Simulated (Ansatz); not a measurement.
AlH3 in space group R-3c (No. 167; Al on 6b, H on 18e) under volume change, PBEsol (plane waves, PAW; program Ansatz), shape and atoms relaxed at each volume.

| V (Å³/atom) | E − E(relaxed) (meV/atom) | P (GPa) |
|---|---|---|
| 7.295 | 8.8 | 4.33 |
| 7.535 | 3.6 | 2.53 |
| 7.776 | 0.8 | 1.15 |
| 8.016 | 0.0 | 0.00 |
| 8.257 | 0.8 | -0.97 |
| 8.497 | 2.8 | -1.75 |
| 8.738 | 5.9 | -2.38 |

Problem. What does a third-order Birch–Murnaghan fit give for V₀, B₀ and B′?

Solution. V₀ = 8.01 Å³/atom, B₀ = 35.2 GPa, B′ = 5.7.

The first step of the workflow began from a Materials Project structure, measured or hypothetical; the Crystallography Open Database files this formula in space group No. 167, but the cells were not matched. Its standing as an ambient phase is unchecked. The PBEsol relaxation kept the symmetry of its start; its stability against distortions is not shown here.

Potentials: the later of the program's two PAW sets.
